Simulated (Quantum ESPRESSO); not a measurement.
# ZrRh3AuW2Sn: input and log of a self-consistent run

Simulated, not a measurement. The program is pw.x of Quantum ESPRESSO 7.5 (plane-wave density functional theory). The cell is made up: eight metal atoms on a hexagonal close-packed lattice, with elements, volume, strain and displacements drawn at random and not relaxed, so it may be unstable or far from any real phase. PseudoDojo standard norm-conserving files set the functional (PBE unless stated); there is no spin polarisation or spin-orbit coupling, the Fermi-Dirac width of 0.25 eV means electrons at about 2900 K, and the masses in the input are unused placeholders. The tin pseudopotential is less sure than most, with forces differing by about three percent from a second method on plain tin. Heavy elements are run without spin-orbit coupling, which real alloys of them have. A spin test at this wide smearing found no moment, but such smearing suppresses magnetism that the real alloy may have.

Input:

```
&control calculation='scf', pseudo_dir='./dojo.nc.sr.pbe.v0_5.standard.upf', outdir='./o', disk_io='minimal', tprnfor=.true., tstress=.true. /
&system ibrav=0, nat=8, ntyp=5, nbnd=79, ecutwfc=87.97787729, nosym=.true., tot_charge=0,
 occupations='smearing', smearing='fd', degauss=0.0183746611
/
&electrons conv_thr=1.470e-08, electron_maxstep=70, mixing_beta=0.5 /
ATOMIC_SPECIES
Au 1.0 Au.upf
Rh 1.0 Rh.upf
Sn 1.0 Sn.upf
W 1.0 W.upf
Zr 1.0 Zr.upf
CELL_PARAMETERS angstrom
2.9365 0.0103 0.0279
1.4157 -2.4152 -4.4876
1.4513 7.5078 -4.6215
ATOMIC_POSITIONS angstrom
Zr 0.011 0.0156 0.0057
Rh 1.5245 2.5007 -4.5333
Au 1.5174 -0.9182 -2.2778
Rh 2.825 1.814 -6.88
W 2.8925 5.0995 -4.583
W 2.8967 0.0977 -4.4728
Sn 2.9528 1.7789 -2.2213
Rh 4.2827 4.1797 -6.8673
K_POINTS automatic
8 5 3 1 1 1
```

The log is shortened where brackets say so; the opening notice, blank lines, dates and the lines on written files are dropped, and the path of the files is cut. It prints rydbergs, bohrs and kilobars, and counts compression as positive stress. Its total energy is the free energy E - TS of the whole cell.

```
     Program PWSCF v.7.5
     Parallel version (MPI & OpenMP), running on       4 processor cores
     Number of MPI processes:                 4
     Threads/MPI process:                     1
     [start-up lines left out]
     bravais-lattice index     =            0
     lattice parameter (alat)  =       5.5495  a.u.
     unit-cell volume          =     891.5088 (a.u.)^3
     number of atoms/cell      =            8
     number of atomic types    =            5
     number of electrons       =       124.00
     number of Kohn-Sham states=           79
     kinetic-energy cutoff     =      87.9779  Ry
     charge density cutoff     =     351.9115  Ry
     scf convergence threshold =      1.5E-08
     mixing beta               =       0.5000
     number of iterations used =            8  plain     mixing
     Exchange-correlation= PBE
                           (   1   4   3   4   0   0   0)
     [axes and pseudopotential details left out]
   Cartesian axes
     site n.     atom                  positions (alat units)
         1        Zr     tau(   1) = (   0.0037458   0.0053122   0.0019410  )
         2        Rh     tau(   2) = (   0.5191288   0.8515484  -1.5436974  )
         3        Au     tau(   3) = (   0.5167111  -0.3126691  -0.7756456  )
         4        Rh     tau(   4) = (   0.9619803   0.6177105  -2.3428051  )
         5        W      tau(   5) = (   0.9849657   1.7365021  -1.5606215  )
         6        W      tau(   6) = (   0.9863959   0.0332692  -1.5230957  )
         7        Sn     tau(   7) = (   1.0054993   0.6057581  -0.7564060  )
         8        Rh     tau(   8) = (   1.4583621   1.4232881  -2.3384804  )
     number of k points=    60  Fermi-Dirac smearing, width (Ry)=  0.0184
                       cart. coord. in units 2pi/alat
        k(    1) = (   0.0629663   0.0187525  -0.0556678), wk =   0.0333333
        k(    2) = (   0.0626527  -0.1771211   0.0496513), wk =   0.0333333
     [further k points left out]
     Dense  grid:    99403 G-vectors     FFT dimensions: (  36,  60, 108)
     Estimated max dynamical RAM per process >     422.34 MB
     Estimated total dynamical RAM >       1.58 GB
     Initial potential from superposition of free atoms
     starting charge     123.9931, renormalised to     124.0000
     Starting wfcs are   79 randomized atomic wfcs
     total cpu time spent up to now is        6.6 secs
     per-process dynamical memory:   336.5 Mb
     Self-consistent Calculation
     iteration #  1     ecut=    87.98 Ry     beta= 0.50
     Davidson diagonalization with overlap
     ethr =  1.00E-02,  avg # of iterations =  5.5
     total cpu time spent up to now is       25.0 secs
     total energy              =   -1560.07543981 Ry
     estimated scf accuracy    <       3.93902831 Ry
     iteration #  2     ecut=    87.98 Ry     beta= 0.50
     Davidson diagonalization with overlap
     ethr =  3.18E-03,  avg # of iterations =  3.2
     total cpu time spent up to now is       42.9 secs
     total energy              =   -1559.50185512 Ry
     estimated scf accuracy    <      38.78239807 Ry
     iteration #  3     ecut=    87.98 Ry     beta= 0.50
     Davidson diagonalization with overlap
     ethr =  3.18E-03,  avg # of iterations =  4.8
     total cpu time spent up to now is       61.0 secs
     total energy              =   -1561.85154280 Ry
     estimated scf accuracy    <       4.79998757 Ry
     iteration #  4     ecut=    87.98 Ry     beta= 0.50
     Davidson diagonalization with overlap
     ethr =  3.18E-03,  avg # of iterations =  2.0
     total cpu time spent up to now is       75.1 secs
     total energy              =   -1562.23705070 Ry
     estimated scf accuracy    <       3.39453320 Ry
     iteration #  5     ecut=    87.98 Ry     beta= 0.50
     Davidson diagonalization with overlap
     ethr =  2.74E-03,  avg # of iterations =  1.0
     total cpu time spent up to now is       87.9 secs
     total energy              =   -1562.34219076 Ry
     estimated scf accuracy    <       1.27699345 Ry
     [iterations 6 to 16 left out]
     iteration # 17     ecut=    87.98 Ry     beta= 0.50
     Davidson diagonalization with overlap
     ethr =  2.70E-10,  avg # of iterations =  2.0
     total cpu time spent up to now is      260.1 secs
     total energy              =   -1562.38367701 Ry
     estimated scf accuracy    <       0.00000082 Ry
     iteration # 18     ecut=    87.98 Ry     beta= 0.50
     Davidson diagonalization with overlap
     ethr =  2.70E-10,  avg # of iterations =  1.0
     total cpu time spent up to now is      272.8 secs
     total energy              =   -1562.38367706 Ry
     estimated scf accuracy    <       0.00000002 Ry
     iteration # 19     ecut=    87.98 Ry     beta= 0.50
     Davidson diagonalization with overlap
     ethr =  1.64E-11,  avg # of iterations =  2.0
     total cpu time spent up to now is      287.8 secs
     total energy              =   -1562.38367706 Ry
     estimated scf accuracy    <       0.00000003 Ry
     iteration # 20     ecut=    87.98 Ry     beta= 0.50
     Davidson diagonalization with overlap
     ethr =  1.64E-11,  avg # of iterations =  2.0
     total cpu time spent up to now is      302.0 secs
     total energy              =   -1562.38367706 Ry
     estimated scf accuracy    <       0.00000006 Ry
     iteration # 21     ecut=    87.98 Ry     beta= 0.50
     Davidson diagonalization with overlap
     ethr =  1.64E-11,  avg # of iterations =  1.0
     total cpu time spent up to now is      314.6 secs
     End of self-consistent calculation
     [lines on levels left out]
!    total energy              =   -1562.38367706 Ry
     estimated scf accuracy    <          2.9E-09 Ry
     smearing contrib. (-TS)   =      -0.10800622 Ry
     internal energy E=F+TS    =   -1562.27567084 Ry
     The total energy is F=E-TS. E is the sum of the following terms:
     one-electron contribution =    -374.88920071 Ry
     hartree contribution      =     267.47529351 Ry
     xc contribution           =    -296.29911329 Ry
     ewald contribution        =   -1158.56265034 Ry
     convergence has been achieved in  21 iterations
     Forces acting on atoms (cartesian axes, Ry/au):
     atom    1 type  5   force =    -0.00809629   -0.04679418    0.00847358
     atom    2 type  2   force =    -0.01432374    0.00575251   -0.02465208
     atom    3 type  1   force =    -0.01548891    0.01169278    0.02144677
     atom    4 type  2   force =     0.00867910    0.01660321    0.00521871
     atom    5 type  4   force =     0.00204284   -0.09172266    0.02159011
     atom    6 type  4   force =     0.00986873    0.07353949    0.00097872
     atom    7 type  3   force =     0.00149943    0.05020575   -0.06260707
     atom    8 type  2   force =     0.01581883   -0.01927690    0.02955126
     Total force =     0.163448     Total SCF correction =     0.000284
     Computing stress (Cartesian axis) and pressure
          total   stress  (Ry/bohr**3)                   (kbar)     P=       56.71
   0.00024003  -0.00003856  -0.00008054           35.31       -5.67      -11.85
  -0.00003856   0.00031786   0.00024426           -5.67       46.76       35.93
  -0.00008054   0.00024426   0.00059871          -11.85       35.93       88.07
     init_run     :      6.08s CPU      6.35s WALL (       1 calls)
     electrons    :    300.21s CPU    308.04s WALL (       1 calls)
     forces       :      2.56s CPU      2.59s WALL (       1 calls)
     stress       :      8.85s CPU      9.04s WALL (       1 calls)
     [timing details left out]
     PWSCF        :   5m17.95s CPU   5m26.36s WALL
     JOB DONE.
```

In other units: free energy -21257.313 eV for the cell, pressure 5.67 GPa, largest force component 2.358 eV/Å in size. The run took 328 s of wall time with four MPI processes on a shared machine (Intel Xeon, 2023 or later, virtual cores), so the time is rough. A rerun of this cell at a higher cutoff and on a denser mesh moved values by no more than 0.005 eV in energy, 0.10 GPa in stress and 0.005 eV/Å in force, and a second program with other atomic files agreed on that cell to 2 % rms in force and 0.5 GPa in pressure.